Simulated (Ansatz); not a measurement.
Starting cell, CuAu (CuAu type, space group P4/mmm):

```
CELL_PARAMETERS angstrom
      5.76304     0.00000     0.00000
      0.00000     2.88152     0.00000
      0.00000     0.00000     3.61476
ATOMIC_POSITIONS crystal
  Cu 0.25000 0.50000 0.50000
  Cu 0.75000 0.50000 0.50000
  Au 0.00000 0.00000 0.00000
  Au 0.50000 0.00000 0.00000
```

A phonon eigenvector at X = (0.5, 0.0, 0.0) is frozen into this cell: atom i moves by Q times the vector below, so Q is the largest atomic displacement, in Å. The cell is held. (q is in reciprocal vectors of the primitive cell; the cell shown is doubled to hold the pattern.)

```json
[
 {"atom": "Au3", "x": "0.000", "y": "0.000", "z": "-1.000"},
 {"atom": "Au4", "x": "0.000", "y": "0.000", "z": "1.000"}
]
```

Atoms not listed stay in place.

Computed with PBE (plane waves to 420 eV, PAW, scalar-relativistic; Ansatz, a program for electronic structure). k mesh 8×16×13 (Γ-centred), Fermi-Dirac smearing 0.05 eV. The energy includes the smearing's −TS. Stress and pressure are positive under compression. With partly filled bands, energies and forces of such displacements shift with the k mesh and the smearing. CuAu is run without spin polarisation. CuAu was relaxed with its symmetry unable to fall. Spin-orbit coupling is left out, though Au is heavy. ΔE is measured from the undisplaced structure.

Task: Predict the ΔE (meV/cell) and P (GPa) at Q (Å) = -0.100, -0.083, -0.050, 0.050, 0.100.

Result: 
```csv
Q (Å),ΔE (meV/cell),P (GPa)
-0.100,44.8,0.7
-0.083,31.1,0.5
-0.050,11.1,0.2
0.050,11.1,0.2
0.100,44.8,0.7
```

(A displaced cell: forces are minus the slopes of the energy, force constants its curvatures, and phonons follow from these.)
